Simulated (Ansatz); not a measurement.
TiSi$_{2}$ (C49 type, space group Cmcm)

```
TiSi2
1.0
    1.76330    -6.75838     0.00000
    1.76330     6.75838     0.00000
    0.00000     0.00000     3.56518
Si Ti
4 2
Direct
  0.94167   0.05833   0.75000
  0.05833   0.94167   0.25000
  0.25029   0.74971   0.75000
  0.74971   0.25029   0.25000
  0.60320   0.39680   0.75000
  0.39680   0.60320   0.25000
```

Scan: atom 2 (Si, nearest neighbour Si at 2.380 Å; its periodic images, 3.5 Å or more away, move with it) is displaced along Cartesian z, direction (0.000, 0.000, 1.000) in Cartesian axes, by s. The other atoms stay.

Level of theory: r2SCAN (plane waves to 500 eV, PAW, scalar-relativistic; Ansatz, a quantum-chemistry and plane-wave program). k mesh 11×11×11 (Γ-centred), Fermi-Dirac smearing 0.05 eV. Energies are smeared free energies. With partly filled bands, energies and forces of such displacements shift with the k mesh and the smearing. This is one of several known forms of TiSi2; the measured ambient cells at hand have space group No. 70. TiSi2 is run without spin polarisation. TiSi2 was relaxed with its symmetry unable to fall. The zero of ΔE is the undisplaced structure. The last digit holds for this mesh only.

```csv
s (Å),ΔE (meV/cell)
-0.240,431.0
-0.192,withheld
-0.144,154.4
-0.096,68.5
-0.048,17.1
0.000,0.0
0.048,17.1
0.096,68.5
0.144,154.4
0.192,withheld
0.240,431.0
```

Problem. Fit an even polynomial form (powers 2, 4) to the given rows and predict ΔE at s = -0.192.

Solution. Least squares on the 9 given rows: ΔE = (7425)·s² + (1006)·s⁴, in meV/cell with s in Å; root-mean-square residual 0.01 meV/cell. At -0.192 the fit gives 275.1 meV/cell; the calculation gives 275.1 meV/cell, the same to the digits shown. The quadratic term alone would give 273.7 meV/cell.

(For displaced atoms, the force is minus the slope of the energy, and its curvature is a force constant, which sets phonon frequencies.)
